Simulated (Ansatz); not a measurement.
Lu₃InN (anti-perovskite)

```
CELL_PARAMETERS angstrom
      4.61819     0.00000     0.00000
      0.00000     4.61819     0.00000
      0.00000     0.00000     4.61819
ATOMIC_POSITIONS crystal
  Lu 0.50000 0.50000 0.00000
  Lu 0.00000 0.50000 0.50000
  Lu 0.50000 0.00000 0.50000
  In 0.00000 0.00000 0.00000
  N  0.50000 0.50000 0.50000
```

Equation-of-state scan: isotropic scaling of the cell above, V₀ being its volume. Symmetry pins the atoms to their sites.

All values below come from PBEsol (plane waves to 420 eV, PAW, scalar-relativistic; Ansatz, a first-principles code). k mesh 10×10×10 (Γ-centred), Fermi-Dirac smearing 0.05 eV. Stress and pressure are positive under compression. Lu3InN is run without spin polarisation. Lu3InN was relaxed with its symmetry unable to fall.

At one point of the scan the stress tensor (GPa) is:

```
   -4.9      0.0      0.0
    0.0     -4.9      0.0
    0.0      0.0     -4.9
```

### Question
Which point is it?
A) V/V₀ = 1.080
B) V/V₀ = 1.053
C) V/V₀ = 1.027
D) V/V₀ = 1.107

### Answer
B, V/V₀ = 1.053

(A scan under strain: stresses follow from slopes of the energy per volume, elastic moduli from its curvatures.)
